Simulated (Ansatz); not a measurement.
Kick test of a cell of Cd3CuO

The structure comes from a proposed guess, relaxed at this level; another structure or a mixture of phases may lie lower.

Theory: Ansatz, DFT PBE, scalar-relativistic, plane waves, PAW. Plane waves to 420 eV, a k mesh through Γ of 10×10×4 on the computed 5-atom cell and Gaussian smearing (0.10 eV); no spin polarisation.

The cell below (5 atoms, space group P4/mmm (No. 123)) is relaxed within its symmetry.

```
CELL_PARAMETERS angstrom
3.25655 0.00000 0.00000
0.00000 3.25655 0.00000
0.00000 0.00000 8.21730
ATOMIC_POSITIONS crystal
Cd 0.50000 0.50000 0.68968
Cd 0.50000 0.50000 0.31032
Cd 0.00000 0.00000 0.00000
Cu 0.00000 0.00000 0.50000
O 0.50000 0.50000 0.00000
```

For the test a repeat of it with 10 atoms (edges 3.26, 3.26, 16.43 Å) was strained at random (σ = 1.5 % a component), the atoms were moved at random (σ = 0.05 Å), and all was relaxed again on a coarse 6×6×2 mesh (in the run’s order of axes) with 0.20 eV smearing, with no symmetry imposed.

No Hubbard U is applied to the 3d shell of Cu.

Question: What happens?

Answer: It doesn't return. The energy falls by 37 meV/atom on that mesh, the volume changes by -0.9 %, and the end has space group P4mm (No. 99) at a loose tolerance. Relaxed again on a 10×10×4 mesh with 0.10 eV smearing, the new structure lies 25 meV/atom below the first (mesh in the axes of the run's cell; the cell below is made exact in the group named). Space group P4mm (No. 99), tetragonal, a = 3.137 Å, c = 8.790 Å. Around Cd on its first site lie 4 Cu at 2.80 Å, 9 Cd at 3.14–3.35 Å and 1 O at 3.20 Å; around Cd on its second site lie 1 O at 2.25 Å, 4 Cu at 2.76 Å, 4 Cd at 3.14 Å and 1 Cd at 3.35 Å; Cu is surrounded by 8 Cd at 2.76–2.80 Å and 4 Cu at 3.14 Å; around O lie 5 Cd at 2.25–2.34 Å, 4 O at 3.14 Å and 1 Cd at 3.20 Å; 1 more site not described.

```yaml
crystal:
  lattice:
    - [3.13665, 0.00000, 0.00000]
    - [0.00000, 3.13665, 0.00000]
    - [0.00000, 0.00000, 8.79007]
  atoms:
    - { symbol: Cd, position: [0.00000, 0.00000, 0.31338] }
    - { symbol: Cd, position: [0.00000, 0.00000, 0.69404] }
    - { symbol: Cd, position: [0.50000, 0.50000, 0.03543] }
    - { symbol: Cu, position: [0.50000, 0.50000, 0.50736] }
    - { symbol: O, position: [0.00000, 0.00000, 0.94979] }
```
